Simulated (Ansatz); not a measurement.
The relaxed structure here is a generated cell of TiPd: the first start was made by placing the elements on the sites of a structure type, and the end was not matched to a known phase here, so it may be hypothetical.

The end point of a relaxation of TiPd. All values below come from PBEsol (plane waves to 420 eV, PAW, scalar-relativistic; Ansatz, a quantum-chemistry and plane-wave program).

```
CELL_PARAMETERS angstrom
      1.41784     0.81859    13.66429
     -1.41784     0.81859    13.66429
      0.00000    -1.63718    13.66429
ATOMIC_POSITIONS crystal
  Pd 0.01184 0.01184 0.01184
  Pd 0.23408 0.23408 0.23408
  Pd 0.78967 0.78967 0.78967
  Ti 0.07148 0.07148 0.07148
  Ti 0.29371 0.29371 0.29371
  Ti 0.84922 0.84922 0.84922
```

Find the space group and the Wyckoff positions (tolerance 0.01 Å).

Space group R3m, hexagonal axes (No. 160); a = 2.8357 Å, b = 2.8357 Å, c = 40.9929 Å, α = 90.00°, β = 90.00°, γ = 120.00°

```
atom  site  symmetry       x       y       z
----  ----  --------  ------  ------  ------
Pd      3a        3m  0.0000  0.0000  0.9882
Pd      3a        3m  0.0000  0.0000  0.7659
Pd      3a        3m  0.0000  0.0000  0.2103
Ti      3a        3m  0.0000  0.0000  0.9285
Ti      3a        3m  0.0000  0.0000  0.7063
Ti      3a        3m  0.0000  0.0000  0.1508
```

Give the shortest distances between elements (the closest pairs, up to four, under 3.6 Å).

Pd–Ti 2.44 Å; Pd–Pd 2.84 Å; Ti–Ti 2.84 Å.

Volume per atom: 15.86 Å³
Band gap: no gap (metallic)

No spin polarisation in the result.

The run could not lose the symmetry of its start: the end is stationary, and may be a saddle point rather than a minimum.
